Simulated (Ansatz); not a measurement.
## TiB$_{2}$: from a starting cell to a relaxed one

The start is a generated cell, TiB2 built in the AFLOW prototype AB2_oC24_41_2a_2b (C_e, as in Sn2Pd). Cell shape, volume and atoms are optimised at zero target pressure with r2SCAN (plane waves to 500 eV, PAW, scalar-relativistic; Ansatz, an electronic-structure program). First-step values are on the input's coarse k-mesh.

Ansatz input (later rounds restart from its end on a renewed k-mesh):
Ansatz 0.2 input:
```yaml
crystal:
  lattice:
    - [4.9304685, 0, 0]
    - [0, 2.4652343, 4.6256441]
    - [0, -2.4652343, 4.6256441]
  atoms:
    - { symbol: Ti, position: [0, 0.99, 0.99] }
    - { symbol: Ti, position: [0.5, 0.49, 0.49] }
    - { symbol: Ti, position: [0, 0.762, 0.762] }
    - { symbol: Ti, position: [0.5, 0.262, 0.262] }
    - { symbol: B, position: [0.658, 0.033, 0.717] }
    - { symbol: B, position: [0.342, 0.717, 0.033] }
    - { symbol: B, position: [0.158, 0.217, 0.533] }
    - { symbol: B, position: [0.842, 0.533, 0.217] }
    - { symbol: B, position: [0.75, 0.375, 0.875] }
    - { symbol: B, position: [0.25, 0.875, 0.375] }
    - { symbol: B, position: [0.25, 0.375, 0.875] }
    - { symbol: B, position: [0.75, 0.875, 0.375] }
basis: { ecutwfc: 500, ecutrho_ratio: 4, xc_grid: 4, fft_grid_basis: typed }
kpoints: { mp_grid: { grid: [4, 4, 4] } }
hamiltonian:
  xc: r2scan
  dispersion: none
  pseudopotentials: { azcp: { folder: ./paw }, kind: paw }
scf: { occupations: { method: fermi_dirac, width: 0.05 } }
relax: { f_tol: 0.01, max_steps: 100, cell: { stress_tol: 0.02 } }
output: { forces: true, stress: true }
```

**Question.** What symmetry does the relaxed structure have?

**Answer.** The space group goes from Aea2 (No. 41) to Fmm2 (No. 42), with 6 atoms in the primitive cell.

**Question.** How much energy is released per atom?

**Answer.** About 2.1 eV/atom.

**Question.** How does the volume per atom move from start to end?

**Answer.** -2.6 %, from 9.37 to 9.12 Å³/atom.

**Question.** How do the shortest distances between atoms change?

**Answer.** The closest pairs of elements (up to four, under 3.6 Å), start → end: B–B 2.20 → 1.74 Å; Ti–Ti 2.11 → 3.02 Å; B–Ti 2.13 → 2.32 Å.

Final values are on a 14×14×14 k-mesh of the relaxed cell. The start holds a very short contact (Ti–Ti 2.11 Å). No spin polarisation in the result.

The run could not lose the symmetry of its start: the end is stationary, and may be a saddle point rather than a minimum.

The relaxed structure here is a generated cell of TiB2: the first start was made by placing the elements on the sites of a structure type, and the end was not matched to a known phase here, so it may be hypothetical. Known forms of TiB2 include space group No. 191.
